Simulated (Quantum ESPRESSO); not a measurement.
**Band energies of RbNH2**

```
RbNH2
1.0
    4.84115     0.00000     0.00000
    0.00000     3.94726     0.00000
   -0.99432     0.00000     6.33460
H N Rb
4 2 2
Direct
  0.33637   0.45029   0.86950
  0.66363   0.54971   0.13050
  0.66363   0.95029   0.13050
  0.33637   0.04971   0.86950
  0.28967   0.25000   0.76810
  0.71033   0.75000   0.23190
  0.20399   0.25000   0.30141
  0.79601   0.75000   0.69859
```

PBEsol (Quantum ESPRESSO, PseudoDojo norm-conserving, 84 Ry, without SOC); path ΓYHCEM1AXH1,MDZ,YD; energies in eV from the valence-band maximum.

```csv
k (1/Å),point,band 12,band 13,band 14,band 15,band 16,band 17,band 18,band 19
0.00,Γ,-5.06,-2.56,-1.91,-0.06,-0.05,1.96,3.79,5.32
0.50,Y,-5.04,-2.83,-2.22,-0.19,0.00,3.16,4.06,4.36
1.08,H,-5.14,-2.88,-2.09,-0.88,-0.49,4.11,4.72,5.23
1.08,C,-5.15,-2.91,-2.11,-0.89,-0.49,4.13,4.79,5.22
1.28,,-5.26,-2.82,-2.11,-0.79,-0.42,4.27,4.90,5.36
1.88,E,-5.82,-2.26,-2.26,-0.15,-0.15,5.15,5.15,5.25
1.88,M1,-5.82,-2.24,-2.24,-0.15,-0.15,4.80,4.80,5.56
2.08,,-5.81,-2.12,-2.12,-0.12,-0.12,4.21,4.21,5.74
2.28,A,-5.80,-2.04,-2.04,-0.10,-0.10,4.02,4.02,5.46
2.68,,-5.47,-2.34,-1.88,-0.48,-0.33,4.15,4.49,5.18
3.07,X,-5.14,-2.58,-1.85,-0.83,-0.64,3.85,4.30,5.36
3.47,H1,-5.14,-2.88,-2.09,-0.88,-0.49,4.11,4.72,5.23
3.47,M,-5.82,-2.24,-2.24,-0.15,-0.15,4.80,4.80,5.56
3.86,,-6.07,-2.22,-2.22,-0.38,-0.38,4.86,4.86,5.26
4.06,D,-6.14,-2.20,-2.20,-0.45,-0.45,4.85,4.85,5.30
4.39,,-6.12,-2.06,-2.06,-0.41,-0.41,4.49,4.49,5.27
4.56,Z,-6.11,-2.00,-2.00,-0.40,-0.40,4.39,4.39,5.25
4.56,Y,-5.04,-2.83,-2.22,-0.19,0.00,3.16,4.06,4.36
4.95,,-5.58,-2.59,-2.12,-0.33,-0.21,3.90,4.75,5.23
5.35,D,-6.14,-2.20,-2.20,-0.45,-0.45,4.85,4.85,5.30
```

The PBEsol gap is indirect, 1.96 eV, from Y to Γ; the smallest direct gap is 2.01 eV.

Geometry of the Materials Project entry, not relaxed at this level.

The structure is a Materials Project entry; no match was found in the copy of COD used, and its stability was not checked.
